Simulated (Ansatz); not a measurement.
MgB$_{2}$:
```
MgB2
1.0
    3.06495     0.00000     0.00000
   -1.53247     2.65432     0.00000
    0.00000     0.00000     3.52272
Mg B
1 2
Direct
  0.00000   0.00000   0.00000
  0.33333   0.66667   0.50000
  0.66667   0.33333   0.50000
```

Relaxed with r²SCAN.

### Question
Map the electron localisation function on the plane through (0.000, 0.000, 0.000) spanned by u = [0, 0, 1] and v = [1, -1, 0] in lattice vectors, from r²SCAN in the plane-wave PAW code Ansatz.

### Answer
x is the fraction of u, y of v (the angle between them is 90°; rows are the nearest grid lines); atoms in the plane: Mg at (0.00, 0.00), B at (0.50, 0.33), B at (0.50, 0.67).
```
y \ x   0.000  0.111  0.167  0.278  0.389  0.444  0.556  0.611  0.722  0.833  0.889   1.00
------  -----  -----  -----  -----  -----  -----  -----  -----  -----  -----  -----  -----
1.00    0.168  0.402  0.356  0.022  0.050  0.049  0.049  0.050  0.022  0.356  0.402  0.168
0.926   0.405  0.396  0.170  0.054  0.155  0.157  0.157  0.155  0.054  0.170  0.396  0.405
0.852   0.088  0.040  0.054  0.396  0.495  0.496  0.496  0.495  0.396  0.054  0.040  0.088
0.778   0.094  0.249  0.437  0.621  0.577  0.513  0.513  0.577  0.621  0.437  0.249  0.094
0.704   0.194  0.377  0.512  0.574  0.177  0.034  0.034  0.177  0.574  0.512  0.377  0.194
0.630   0.197  0.380  0.515  0.582  0.193  0.041  0.041  0.193  0.582  0.515  0.380  0.197
0.556   0.191  0.392  0.554  0.740  0.801  0.804  0.804  0.801  0.740  0.554  0.392  0.191
0.444   0.191  0.392  0.554  0.740  0.801  0.804  0.804  0.801  0.740  0.554  0.392  0.191
0.370   0.197  0.380  0.515  0.582  0.193  0.041  0.041  0.193  0.582  0.515  0.380  0.197
0.296   0.194  0.377  0.512  0.574  0.177  0.034  0.034  0.177  0.574  0.512  0.377  0.194
0.222   0.094  0.249  0.437  0.621  0.577  0.513  0.513  0.577  0.621  0.437  0.249  0.094
0.148   0.088  0.040  0.054  0.396  0.495  0.496  0.496  0.495  0.396  0.054  0.040  0.088
0.0741  0.405  0.396  0.170  0.054  0.155  0.157  0.157  0.155  0.054  0.170  0.396  0.405
0.000   0.168  0.402  0.356  0.022  0.050  0.049  0.049  0.050  0.022  0.356  0.402  0.168
```

The density is the valence pseudo-density with augmentation charge, so density and ELF within about 1 Å of a nucleus are not all-electron values.

Space group P6/mmm. The cell was relaxed with r²SCAN under the symmetry of its start; of distortions, only those at the zone centre were tested.

Potentials: the later of the program's two PAW sets.
